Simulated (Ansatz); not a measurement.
Relaxed-ion elastic tensor of TiN (rock salt, Fm-3m) in GPa (Voigt order), r²SCAN in the plane-wave PAW code Ansatz; density 5.42 g/cm³, 9.48 Å³ per atom.

```
616  135  135  0.0  0.0  0.0
135  616  135  0.0  0.0  0.0
135  135  616  0.0  0.0  0.0
0.0  0.0  0.0  180  0.0  0.0
0.0  0.0  0.0  0.0  180  0.0
0.0  0.0  0.0  0.0  0.0  180
```

Q: Is the crystal mechanically stable?

A: Yes: the smallest eigenvalue of C is 180 GPa.

Q: Work out the Voigt, Reuss and Hill averages.

A: K_V = 296, K_R = 296, K_H = 296; G_V = 204, G_R = 200, G_H = 202 GPa.

Q: Give Young's modulus, Poisson's ratio, Pugh's ratio and the universal anisotropy index.

A: E = 9KG/(3K + G) = 494 GPa; ν = 0.22; K/G = 1.46 (brittle by the Pugh limit of 1.75); A_U = 5G_V/G_R + K_V/K_R − 6 = 0.10.

Q: Estimate the sound speeds and the Debye temperature.

A: v_l = √((K + 4G/3)/ρ) = 10200 m/s, v_t = √(G/ρ) = 6100 m/s, mean 6760 m/s; Θ = (h/k)(3n/4πV)^(1/3) v_m = 950 K.

Q: Give the Zener ratio and Young's modulus along [100], [110] and [111].

A: A = 2C44/(C11 − C12) = 0.75; 1/E = S11 − 2(S11 − S12 − S44/2)Γ with Γ = 0, 1/4, 1/3 gives 567, 473, 449 GPa.

Symmetry was held in the r²SCAN relaxation. The run is not spin-polarised. The volume moved by -19 % from the start of the relaxation. With an odd number of electrons in the cell and no spin polarisation, the count alone makes it a metal. As this level gives no gap, shear constants depend on the k-mesh and smearing (Fermi–Dirac, 0.1 eV here).

Potentials: the later of the program's two PAW sets.
